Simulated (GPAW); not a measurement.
**CsLiCr2Te2S3 and the effect of the starting magnetic order**

```xyz
9
Lattice="3.4216 -5.1807 0.0078 3.4216 5.1807 0.0078 -2.9041 0.0000 7.4309" Properties=species:S:1:pos:R:3 pbc="T T T"
Cs    0.6167    0.0000    0.0649
Li    2.4219    0.0000    4.1212
Cr    0.1728    2.1297    4.1498
Cr    0.1728   -2.1297    4.1498
Te    4.0786    1.5993    2.1688
Te    4.0786   -1.5993    2.1688
S     2.0049   -2.1476    5.4598
S     2.0049    2.1476    5.4598
S     0.0600    0.0000    3.5978
```

The cell comes from a database or a generator and needn't be the stable form of this composition.

Kept alike: task single point; functional PBE; k mesh 4 × 4 × 3; occupations fermi-dirac, width 0.05 eV. Program: GPAW, GPAW PAW data sets (gpaw-data 1.2.1), cutoff 800 eV. The mesh is that of the run's cell of 9 atoms. No spin-orbit coupling.

| starting magnetic order | largest site moment (μB) | moment of the cell (μB) | free energy over the lowest row (meV/atom) |
| --- | --- | --- | --- |
| afm | 1.97 | 0.00 | 28.39 |
| fm | 2.20 | 4.02 | 0.00 |
| fm larger moments | 2.20 | 4.02 | 0.00 |
| nm | 0.00 | 0.00 | 102.21 |

For a metal such a mesh leaves the last digits unconverged. The runs hold the magnetic state that their start led to, which needn't be the lowest. The row without spin has no moments by construction. Site moments count inside each atom's sphere or projector.

Q: What does the starting magnetic order change here?

A: The largest site moment runs from 0.00 (nm) to 2.20 μB (fm; fm larger moments). The moment of the cell runs from 0.00 (afm; nm) to 4.02 μB (fm; fm larger moments). The free energy is lowest at fm; fm larger moments, and 102.21 meV an atom higher at nm. Starts that end at one energy have found one state: fm; fm larger moments.
